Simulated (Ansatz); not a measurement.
**Zone-centre phonons of YP at 5.5 GPa: input and output**

Method: Ansatz, DFT LDA, scalar-relativistic, plane waves, PAW.

Launched with:
```bash
ansatz run input.yaml --threads 1 --pin off --max-ram 1228MiB --backend cpu --events-out ev --progress --plain --runs-dir out
```

Input (bare energies are in eV):
```yaml
crystal:
  lattice:
    - [3.3449, 0.0, 0.0]
    - [0.0, 3.3449, 0.0]
    - [0.0, 0.0, 3.3449]
  atoms:
    - { symbol: "Y", position: [0.0, 0.0, 0.0] }
    - { symbol: P, position: [0.5, 0.5, 0.5] }
basis:
  ecutwfc: 420
kpoints:
  mp_grid: { grid: [12, 12, 12] }
hamiltonian:
  xc: lda
scf:
  occupations: { method: fermi_dirac, width: 0.15 }
output:
  eigenvalues: true
phonons:
  method: dfpt
  eigenvectors: true
```

Results section of the output:
```
--- Phonons (Γ-DFPT): 2 representative perturbations + reference, on 196 of 1728 k-points (Σ response iterations 6) ---
  k mesh reduced under 8 symmetry operations, with k and −k counted as one. Each operation leaves every solved perturbation unchanged. A smaller set is not used because it would not reduce the number of displacements ...
  ASR residual: 2.135e-4 → 0.000e0 eV/Å²; symmetrization residual: 2.913e-6 eV/Å²
  ASR residual per site (eV/Å²): 2.14e-4 2.22e-5
  Γ frequencies (cm⁻¹): 0.00 0.00 0.00 195.11 195.11 195.11
  non-analytic LO–TO correction: not included (Born effective charges unavailable; polar crystals: no LO–TO splitting at Γ)
```

Time: 19 s on 1 thread of Arm Neoverse V2, with other jobs on the host, peak memory 0.51 GiB.

The cell is the ideal cubic caesium chloride prototype; whether it is the stable structure of this composition wasn't checked. In a metal, frequencies and elastic constants depend on the k mesh and the smearing, soft modes and shear constants most.